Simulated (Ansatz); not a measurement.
TiRh (CsCl type, Pm-3m), LDA in the plane-wave PAW code Ansatz, all energies at zero smearing, with the estimated change up to a 700 eV cutoff added, with one set of potentials and settings (totals compare only within such a set). Cell of 2 atoms (1 Ti, 1 Rh): -8730.423 eV.

```csv
element,reference phase,E (eV/atom)
Ti,"P6/mmm, 3 atoms in the cell",-2450.3259
Rh,"Fm-3m, 1 atoms in the cell",-6278.6507
```

Formation energy per atom, worked out: (-8730.423 − 1×(-2450.3259) − 1×(-6278.6507))/2 = -0.723 eV/atom (-70 kJ per mol of atoms), at 0 K, without zero-point energy or fitted corrections.

The first step of the workflow began from a Materials Project structure, measured or hypothetical; the Crystallography Open Database copy checked does not list it. COD files the formula under space group No. 123. Whether it is the stable phase at ambient conditions was not checked. Symmetry was held in the LDA relaxation. At this level the phase is mechanically unstable. The run is not spin-polarised. The references are the lowest solids computed at this level, not always the standard phases.

Potentials: the later of the program's two PAW sets.
